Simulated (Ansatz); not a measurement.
One crystal and one scan (energy against volume) at two levels, r2SCAN (plane waves to 500 eV, PAW, scalar-relativistic; Ansatz, a first-principles code) and PBE (plane waves to 420 eV, PAW, scalar-relativistic; Ansatz), each from its own relaxed cell and on its own mesh. The cell shown is that of r2SCAN.

KBr (rock salt)

```
CELL_PARAMETERS angstrom
      0.00000     3.30411     3.30411
      3.30411     0.00000     3.30411
      3.30411     3.30411     0.00000
ATOMIC_POSITIONS crystal
  Br 0.00000 0.00000 0.00000
  K  0.50000 0.50000 0.50000
```

This relaxed cell (volume V₀) is scaled evenly in all directions, its shape held. Symmetry pins the atoms to their sites.

The energy includes the smearing's −TS. KBr was relaxed with its symmetry unable to fall. Percentages come from the unrounded values. Both scans cover V/V₀ from 0.900 to 1.100.

Results of r2SCAN:

* **Lattice constant a (Å)**: 6.608
* **Band gap of the relaxed cell, no spin-orbit coupling (eV)**: 5.07
* **Pressure at the smallest volume (GPa)**: 2.18
* **Energy cost of the largest compression (meV/atom)**: 22.2
* **Energy cost of the largest expansion (meV/atom)**: 14.7
* **Bulk modulus B₀ (third-order Birch-Murnaghan fit) (GPa)**: 15.9

### Question
Estimate the PBE values.

### Answer
```json
[
 {"quantity": "Lattice constant a (Å)", "PBE": "6.705", "r2SCAN − PBE": "-0.097 (-1.4 %)"},
 {"quantity": "Band gap of the relaxed cell, no spin-orbit coupling (eV)", "PBE": "4.31", "r2SCAN − PBE": "+0.76 (+18 %)"},
 {"quantity": "Pressure at the smallest volume (GPa)", "PBE": "1.83", "r2SCAN − PBE": "+0.35 (+19 %)"},
 {"quantity": "Energy cost of the largest compression (meV/atom)", "PBE": "19.5", "r2SCAN − PBE": "+2.7 (+14 %)"},
 {"quantity": "Energy cost of the largest expansion (meV/atom)", "PBE": "13.1", "r2SCAN − PBE": "+1.6 (+12 %)"},
 {"quantity": "Bulk modulus B₀ (third-order Birch-Murnaghan fit) (GPa)", "PBE": "13.5", "r2SCAN − PBE": "+2.4 (+18 %)"}
]
```

r2SCAN gives the higher value for: band gap of the relaxed cell, no spin-orbit coupling; pressure at the smallest volume; energy cost of the largest compression; energy cost of the largest expansion; bulk modulus B₀. r2SCAN gives the lower value for: lattice constant a. For the lattice constant a the reference is 6.541 Å (measured at or taken to low temperature; as given in Klaus Doll, Hermann Stoll, Physical review. B, Condensed matter (1998), arXiv:cond-mat/9801031): r2SCAN lies nearer.  Neither level is exact: the differences show how much the result hangs on the functional.

(A scan under strain: stresses follow from slopes of the energy per volume, elastic moduli from its curvatures.)
